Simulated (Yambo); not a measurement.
GaN (wurtzite, space group P6_3mc, No. 186), G0W0@LDA in Yambo; all else as in the reference (6×6×4 Γ-centred k mesh, 93 bands and a 8 Ry block in the screening, 93 bands in G with the Bruneval-Gonze terminator, plasmon pole fitted at 27.2 eV). One parameter is varied: the cutoff of the wavefunctions in Yambo, over 10, 20, 30, 50, 84 Ry.

Task: From which value on does the gap Γ → Γ stay within 0.05 eV of the largest setting?

Result: From 30 Ry on.
```tsv
cutoff of the wavefunctions in Yambo (Ry)	G0W0 gap (eV)	valence shift (eV)
10	3.04	-0.07
20	2.98	-0.06
30	2.92	-0.12
50	2.89	-0.14
84	2.90	-0.15
```
The last step of the sweep still moves the gap by 6 meV; the other settings are held fixed.

The standard potential for Ga keeps a d shell in the valence without the s and p states of that shell. In tests on such compounds this moved G0W0 gaps by up to about 0.9 eV, so absolute quasiparticle energies here are unreliable; differences between settings are what counts.

Spin-orbit coupling is not included.

Geometry relaxed with LDA; primitive cell a = b = 3.150 Å, c = 5.136 Å, α = β = 90.00°, γ = 120.00°.

A shift is the quasiparticle energy of the state minus its LDA energy.
